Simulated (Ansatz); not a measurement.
Consider the following.

HgTe:
```xyz
4
Lattice="4.2731 0.0000 0.0000 0.0000 4.2731 0.0000 0.0000 0.0000 6.7265" Properties=species:S:1:pos:R:3 pbc="T T T"
Hg     2.1365     0.0000     3.3640
Hg     0.0000     2.1365     3.3625
Te     0.0000     0.0000     0.0000
Te     2.1365     2.1365     0.0000
```

This is the r²SCAN+D4-relaxed structure.

All from plane-wave PAW r²SCAN+D4 (Ansatz code), unless another level is named. Predict the bulk modulus (Birch–Murnaghan fit).

26.5 GPa.

What about the highest zone-centre frequency?

137 cm^-1.

Space group P4/mmm (L1₀ or tetragonal B2). The cell is a constructed one: a structure type filled with these elements; neither database checked (COD, Materials Project) lists it. It is not the phase usual at ambient conditions (space group No. 216). Symmetry was held in the r²SCAN+D4 relaxation; of distortions, only those at the zone centre were tested. As this level gives no gap, phonon frequencies hold no LO–TO term and depend on the k-mesh and smearing (Fermi–Dirac, 0.1 eV here). Scalar-relativistic: spin–orbit coupling is off unless named, which matters more the heavier the elements.

Potentials: the later of the program's two PAW sets.
